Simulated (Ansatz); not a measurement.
Compressing NbReSi: a fit and a missing row

NbReSi, P-62m, a = 6.817 Å, c = 3.277 Å. The structure is a Materials Project entry; whether it is the stable form wasn't checked. Ansatz: PBEsol, PAW, 420 eV, Γ-centred 6×6×12 mesh on 9 atoms, Gaussian smearing 0.10 eV; no spin polarisation. Shape and atoms are relaxed at each volume; pressure is positive in compression.

| V (Å³/atom) | P (GPa) |
| --- | --- |
| 13.776 | ? |
| 14.216 | 8.49 |
| 14.655 | 0.00 |
| 15.095 | -7.25 |
| 15.535 | -13.43 |

Problem. Take V0 = 14.655 Å³/atom, fit the third-order Birch–Murnaghan form to the other rows, and predict the missing pressure.

Solution. With the Eulerian strain f = ½[(V0/V)^(2/3) − 1] and y = P/[3f(1 + 2f)^(5/2)], the form is the line y = B0 + 1.5 B0 (B0′ − 4) f. Rows (f, y): 0.01024, 262.7; -0.00976, 260.1; -0.01907, 258.7. Means f = -0.006197, y = 260.50; Σ(Δf)² = 0.0004486, ΣΔfΔy = 0.06076; the slope is their ratio. y = 261.3 + 135.4 f GPa, so B0 = 261.3 GPa and B0′ = 4 + 2 × (135.4)/(3 × 261.3) = 4.35. At V = 13.776, f = 0.02105, y = 264.15 and P = 18.49 GPa. The run gave 18.42 GPa, so the fit is 0.07 GPa too high, a small miss on the scale of the series. The form still works here, 33 % of the fitted range beyond its end.

Spin–orbit coupling is left out, which can shift energies with elements as heavy as these.